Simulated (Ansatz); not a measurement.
Relaxed-ion elastic tensor of Ca$_{6}$Sb$_{2}$PN in space group Fm-3m (No. 225; Ca on 24e, Sb on 8c, P on 4a, N on 4b) in GPa (Voigt order), r²SCAN (plane waves, PAW; program Ansatz); density 3.32 g/cm³, 26.46 Å³ per atom.

|  | 1 | 2 | 3 | 4 | 5 | 6 |
|---|---|---|---|---|---|---|
| 1 | 119 | 16.8 | 16.8 | 0.0 | 0.0 | 0.0 |
| 2 | 16.8 | 119 | 16.8 | 0.0 | 0.0 | 0.0 |
| 3 | 16.8 | 16.8 | 119 | 0.0 | 0.0 | 0.0 |
| 4 | 0.0 | 0.0 | 0.0 | 30.8 | 0.0 | 0.0 |
| 5 | 0.0 | 0.0 | 0.0 | 0.0 | 30.8 | 0.0 |
| 6 | 0.0 | 0.0 | 0.0 | 0.0 | 0.0 | 30.8 |

**Question.** Is the crystal mechanically stable?

**Answer.** Yes: the smallest eigenvalue of C is 30.8 GPa.

**Question.** Work out the Voigt, Reuss and Hill averages.

**Answer.** K_V = 50.9, K_R = 50.9, K_H = 50.9; G_V = 39.0, G_R = 36.6, G_H = 37.8 GPa.

**Question.** Give Young's modulus, Poisson's ratio, Pugh's ratio and the universal anisotropy index.

**Answer.** E = 9KG/(3K + G) = 90.9 GPa; ν = 0.20; K/G = 1.35 (brittle by the Pugh limit of 1.75); A_U = 5G_V/G_R + K_V/K_R − 6 = 0.32.

**Question.** Estimate the sound speeds and the Debye temperature.

**Answer.** v_l = √((K + 4G/3)/ρ) = 5530 m/s, v_t = √(G/ρ) = 3380 m/s, mean 3730 m/s; Θ = (h/k)(3n/4πV)^(1/3) v_m = 372 K.

**Question.** Give the Zener ratio and Young's modulus along [100], [110] and [111].

**Answer.** A = 2C44/(C11 − C12) = 0.60; 1/E = S11 − 2(S11 − S12 − S44/2)Γ with Γ = 0, 1/4, 1/3 gives 115, 83.9, 76.9 GPa.

**Question.** Solve the Christoffel equation for the three sound speeds along [100], [110], [111].

**Answer.** Eigenvalues of C_ijkl n_j n_l equal ρv². In km/s, slowest first: [100] 3.05, 3.05, 5.99; [110] 3.05, 3.93, 5.46; [111] 3.66, 3.66, 5.26.

The start of the workflow was typed in or built on a structure type; neither database checked (COD, Materials Project) lists it. Whether it is the stable phase at ambient conditions was not checked. The cell was relaxed with r²SCAN under the symmetry of its start; whether a distortion lowers the energy is not shown. Scalar-relativistic: spin–orbit coupling is off unless named, which matters more the heavier the elements.

Potentials: the later of the program's two PAW sets.
